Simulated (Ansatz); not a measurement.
Clean, relaxed (001) surface of SnSe2, space group P-3m1 (No. 164) (top face towards +c; held atoms: 1, 2, 3, 4):

```
CELL_PARAMETERS angstrom
7.67810 0.00000 0.00000
-3.83905 6.64943 0.00000
0.00000 0.00000 19.18800
ATOMIC_POSITIONS crystal
Se 0.33333 0.16667 0.41693
Se 0.33333 0.66667 0.41693
Se 0.83333 0.16667 0.41693
Se 0.83333 0.66667 0.41693
Sn 0.00000 0.00000 0.50000
Sn 0.00000 0.50000 0.50000
Sn 0.50000 0.00000 0.50000
Sn 0.50000 0.50000 0.50000
Se 0.16667 0.33333 0.58307
Se 0.16667 0.83333 0.58307
Se 0.66667 0.33333 0.58307
Se 0.66667 0.83333 0.58307
```

The calculation used DFT PBE+D3(BJ), scalar-relativistic, plane waves, PAW in Ansatz. Plane waves to 420 eV, a k mesh through Γ of 3×3×1 on the computed 14-atom cell and Gaussian smearing (0.05 eV); no spin polarisation. The cell repeats along c with a dipole correction in the vacuum.

Cl2 is put on the top face, one molecule per 51.1 Å², and relaxed from 3 starts; the cell is lengthened along c to keep the vacuum. E_ads is per molecule, from the clean relaxed slab and the free relaxed molecule; negative means bound; no zero-point or thermal terms, forces under 0.04 eV/Å, and the free molecule is spin-polarised where open-shell. Heights count from the highest slab atom. Δp counts per cell along +c.

```json
{"start": "flat, lowest atom Cl over a bridge Se-Se site", "E_ads (eV)": "-0.34", "molecule": "whole", "lowest atom's height (Å)": "2.37", "shortest contact": "Cl–Se 2.76 Å", "Δp (e·Å)": "-0.221"}
{"start": "upright, lowest atom Cl over a bridge Se-Se site", "E_ads (eV)": "-0.20", "molecule": "whole", "lowest atom's height (Å)": "2.86", "shortest contact": "Cl–Se 3.45 Å", "Δp (e·Å)": "-0.057"}
{"start": "random tilt, lowest atom Cl over a hollow Se-Se-Se site", "E_ads (eV)": "-0.34", "molecule": "whole", "lowest atom's height (Å)": "2.34", "shortest contact": "Cl–Se 2.74 Å", "Δp (e·Å)": "-0.225"}
```

Each end is the local minimum that its start leads to.